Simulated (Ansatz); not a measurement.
Relaxed TiB₂ (AlB2 type, space group P6/mmm):

```
TiB2
1.0
    6.06397     0.00000     0.00000
   -1.51599     2.62578     0.00000
    3.03199     0.00000     3.22435
Ti B
2 4
Cartesian
  0.00000   0.00000   0.00000
  3.03199   0.00000   0.00000
  6.06397   1.75052   1.61217
  3.03199   1.75052   1.61217
  1.51599   0.87526   1.61217
  4.54798   0.87526   1.61217
```

The atoms are displaced by Q × the pattern below (from a DFPT mode at L = (0.5, 0.0, 0.5), largest move 1; Q in Å), at fixed cell. (q is in reciprocal vectors of the primitive cell; the cell shown is doubled to hold the pattern.)

```
atom       x       y      z
----  ------  ------  -----
Ti1   -0.500   0.866  0.000
Ti2    0.500  -0.866  0.000
```

Atoms not listed stay in place.

Computed with PBE (plane waves to 420 eV, PAW, scalar-relativistic; Ansatz, a program for electronic structure). k mesh 18×18×18 (Γ-centred), Fermi-Dirac smearing 0.05 eV. The energy includes the smearing's −TS. With partly filled bands, energies and forces of such displacements shift with the k mesh and the smearing. TiB2 is run without spin polarisation. TiB2 was relaxed with its symmetry unable to fall. The zero of ΔE is the undisplaced structure.

```
Q (Å)   ΔE (meV/cell)
------  -------------
-0.280           1501
-0.187            694
-0.093            178
0.000               0
0.093             178
0.187             694
0.280            1501
```

### Question
Which DFPT wavenumber at L = (0.5, 0.0, 0.5) belongs to this mode?
(A) 870 cm⁻¹
(B) 774 cm⁻¹
(C) 342 cm⁻¹
(D) 592 cm⁻¹

### Answer
C, 342 cm⁻¹. The curvature of the scan gives 342 cm⁻¹

(For displaced atoms, the force is minus the slope of the energy, and its curvature is a force constant, which sets phonon frequencies.)
